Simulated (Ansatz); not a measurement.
**Cs$_{2}$NiO$_{2}$: computed property card**

Cs$_{2}$NiO$_{2}$:
```yaml
crystal:
  lattice:
    - [-2.19988, 2.19988, 6.78740]
    - [2.19988, -2.19988, 6.78740]
    - [2.19988, 2.19988, -6.78740]
  atoms:
    - { symbol: Cs, position: [0.34950, 0.34950, 0.00000] }
    - { symbol: Cs, position: [0.65050, 0.65050, 0.00000] }
    - { symbol: Ni, position: [0.00000, 0.00000, 0.00000] }
    - { symbol: O, position: [0.12398, 0.12398, 0.00000] }
    - { symbol: O, position: [0.87602, 0.87602, 0.00000] }
```
The run is spin-polarised; directions of the spins, atom by atom: 0 0 ↑ ↑ ↑.

Space group I4/mmm (No. 139); conventional cell a = b = 4.3998 Å, c = 13.5748 Å, α = β = γ = 90.00°.

Method: r²SCAN in the plane-wave PAW code Ansatz. The cell and atoms are relaxed at this level. Other levels are named where they apply.

### Cell and energy

Volume per atom: 26.28 Å³
Density: 4.51 g/cm³
Formation energy from the elements (no fitted shifts): -1.29 eV/atom

### Electronic structure

- Band gap = 1.97 eV (indirect)
- Valence-band maximum = at X
- Conduction-band minimum = on the S0–Γ line, 10 % of the way from S0 (k = 0.250, -0.250, 0.250 in fractions of the reciprocal vectors) (4 equivalent valleys)
- Smallest direct gap on the standard path = 2.11 eV

### Magnetism

- Magnetic order = ferromagnetic
- Net moment = 0.40 μB per atom

### Charges

* **Bader charges**: Cs +0.83, Ni +0.69, O -1.17 e

The first step of the workflow began from a Materials Project structure, measured or hypothetical; the Crystallography Open Database copy checked does not list it. Whether it is the stable phase at ambient conditions was not checked. The r²SCAN relaxation kept the symmetry of its start; its stability against distortions is not shown here. Magnetic state: ferromagnetic, the only order run, not a proven ground state. The cell computed holds one magnetic atom, so no antiferromagnetic order was within reach. Other orbital occupations within this spin state were not tried. No Hubbard U is applied. The references are the lowest solids computed at this level, not always the standard phases (solids in place of the gases). Spin–orbit coupling is left out wherever it is not named.

Potentials: the later of the program's two PAW sets.
